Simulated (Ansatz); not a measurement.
Y:
```xyz
2
Lattice="3.5995 0.0000 0.0000 -1.7998 3.1173 0.0000 0.0000 0.0000 5.5792" Properties=species:S:1:pos:R:3 pbc="T T T"
Y      0.0000     2.0782     1.3948
Y      1.7998     1.0391     4.1844
```

Relaxed with PBEsol. Special points in fractions of this cell's reciprocal vectors: Γ (0.000, 0.000, 0.000); M (0.500, 0.000, 0.000); K (0.333, 0.333, 0.000); A (0.000, 0.000, 0.500); L (0.500, 0.000, 0.500); H (0.333, 0.333, 0.500).

Q: List the band energies nearest the Fermi level at these points for the program Ansatz at the PBEsol level (PAW).

A: In eV from the Fermi level; about four levels below and three above (degenerate sets whole), none deeper than 8.9 eV; points with the same levels are listed once.

| k | below | above |
|---|---|---|
| Γ | -4.72 -1.91 | 1.14 1.77 1.77 |
| M | -1.69 -1.27 -0.86 -0.04 | 1.44 1.53 2.21 |
| K | -0.80 -0.67 -0.67 -0.45 | 1.14 1.14 2.48 |
| A | -3.21 -3.21 | 1.03 1.03 1.67 1.67 1.67 1.67 |
| L | -1.71 -1.71 | 0.09 0.09 1.52 1.52 |
| H | -0.40 -0.40 -0.40 -0.40 | 0.48 0.48 2.87 2.87 |

Space group P6_3/mmc (hcp (Mg type)). The PBEsol relaxation kept the symmetry of its start. The workflow began spin-polarised and lost its moments. Scalar-relativistic: spin–orbit coupling is off unless named, which matters more the heavier the elements.

Potentials: the earlier of the program's two PAW sets. The files were generated under PBE; for other functionals the program regenerates the frozen cores, and for LDA and PBEsol the local potential too.
